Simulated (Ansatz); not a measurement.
Zr₄Rh₂O in space group Fd-3m (No. 227; Zr on 16c, Zr on 48f, Rh on 32e, O on 16d), the program Ansatz at the r²SCAN level (PAW), all energies at zero smearing, with the estimated change up to a 700 eV cutoff added, with one set of potentials and settings (totals compare only within such a set). Cell of 28 atoms (16 Zr, 8 Rh, 4 O): -120744.930 eV.

| element | reference phase | E (eV/atom) |
|---|---|---|
| Zr | P6_3/mmc, 2 atoms in the cell | -4195.0260 |
| Rh | Fm-3m, 1 atoms in the cell | -6415.2735 |
| O | C2/m, 4 atoms in the cell, spin-polarised | -566.0281 |

Formation energy per atom, worked out: (-120744.930 − 16×(-4195.0260) − 8×(-6415.2735) − 4×(-566.0281))/28 = -1.365 eV/atom (-132 kJ per mol of atoms), at 0 K, without zero-point energy or fitted corrections.

The start of the workflow was typed in or built on a structure type; neither database checked (COD, Materials Project) lists it. Whether it is the stable phase at ambient conditions was not checked. Symmetry was held in the r²SCAN relaxation; whether a distortion lowers the energy is not shown. The workflow began spin-polarised and lost its moments. The references are the lowest solids computed at this level, not always the standard phases (solids in place of the gases).

Potentials: the later of the program's two PAW sets.
